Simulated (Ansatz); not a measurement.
SiSe₂:
```yaml
crystal:
  lattice:
    - [-2.92973, 4.74192, 2.91905]
    - [2.92973, -4.74192, 2.91905]
    - [2.92973, 4.74192, -2.91905]
  atoms:
    - { symbol: Si, position: [0.25000, 0.25000, 0.00000] }
    - { symbol: Si, position: [0.75000, 0.75000, 0.00000] }
    - { symbol: Se, position: [0.87367, 0.22266, 0.09633] }
    - { symbol: Se, position: [0.12633, 0.77734, 0.90367] }
    - { symbol: Se, position: [0.62633, 0.72266, 0.34900] }
    - { symbol: Se, position: [0.37367, 0.27734, 0.65100] }
```

Relaxed with PBE+D3(BJ).

Task: Map the valence electron density (e/Å³), cut off at 1 on the plane through (0.874, 0.223, 0.096) spanned by u = [1, 0, 1] and v = [0, 1, 1] in lattice vectors, from the program Ansatz at the PBE+D3(BJ) level (PAW).

Result: x is the fraction of u, y of v (the angle between them is 90°; rows are the nearest grid lines); atoms in the plane: Se at (0.00, 0.00), Se at (0.25, 0.55), Se at (0.75, 0.50), Se at (0.50, 0.05).
```
|@@@@*-.       .:+@@@@@@+:.       .:*@@@@|
|@@@@*-.        .-#@@@@#=:.       .:*@@@@|
|@@@*=:..        .:=+*=-.          .-*@@@|
|@%*+-:...        .:--:..          .:=*%@|
|++=--:.....       ....             .:-=+|
|---:::::::...                       .::-|
|.....:--=+++=:.            .....       .|
|   ..:-+*%@@*=:.         ..:---:..      |
|   ..:=*@@@@@#=:         .-=*#*=-.      |
|    .-+%@@@@@@+:.       .:+%@@@%+:.     |
|    .-+@@@@@@@*-.      .:+@@@@@@@+:.    |
|    .:+@@@@@@@*:.      .:+@@@@@@@*-.    |
|    .:=%@@@@@@=:.      .-+@@@@@@@*-.    |
|     .-*@@@@@*-.       .-+@@@@@@@+:.    |
|      .:-===-:.       ..:=+#@@@%+-.     |
|       ..:::..      ....:-=+***+-:.     |
|         ...       ....:::--==-::.      |
|                 ..::::::::::::..       |
|::..           .:-+**+=-:...        ..::|
|+=-:.          .-+%@@%*=:..        .:-=+|
|@%*=:.         :=%@@@@%+-..       .:-*%@|
|@@@*-.        .:+@@@@@@+-.        .-*@@@|
|@@@@+:.       .:*@@@@@@*-.       .:+@@@@|
|@@@@*-.       .:+@@@@@@+:.       .:*@@@@|
```
Scale: ten equal steps from 0.012 (start of ' ') to 1.00 (end of '@'), in the order ' .:-=+*#%@'; x runs from 0.000 to 1.00, y from 0.000 (bottom) to 1.00 (top).

The density is the valence pseudo-density with augmentation charge, so density and ELF within about 1 Å of a nucleus are not all-electron values.

Space group Ibam. Symmetry was held in the PBE+D3(BJ) relaxation; of distortions, only those at the zone centre were tested.

Potentials: the later of the program's two PAW sets.
